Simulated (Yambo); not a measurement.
Here is the system:

```xyz
2
Lattice="0.0000 3.1647 3.1647 3.1647 0.0000 3.1647 3.1647 3.1647 0.0000" Properties=species:S:1:pos:R:3 pbc="T T T"
S      3.1647     3.1647     3.1647
Ba     0.0000     0.0000     0.0000
```

Workflow: norm-conserving PBEsol (Quantum ESPRESSO, 57 Ry, no spin-orbit coupling), then G0W0 in Yambo (4×4×4 Γ-centred k mesh, 148 bands and a 10 Ry block in the screening, 148 bands in G with the Bruneval-Gonze terminator, plasmon pole fitted at 27.2 eV).

### Question
Give the PBEsol and G0W0 gaps between the band edges found on this mesh, and say where the edges lie.

### Answer
Edges: Γ → X. PBEsol: 2.04 eV; G0W0: 3.56 eV. Nearest settings tried, and what they do to the gap: 92 bands in G: -0 meV; 63 bands in W: -60 meV; 8 Ry block (181 vectors against 283): -48 meV. Not varied: mesh. So the settings aren't converged at that level. 

Geometry relaxed with PBEsol.
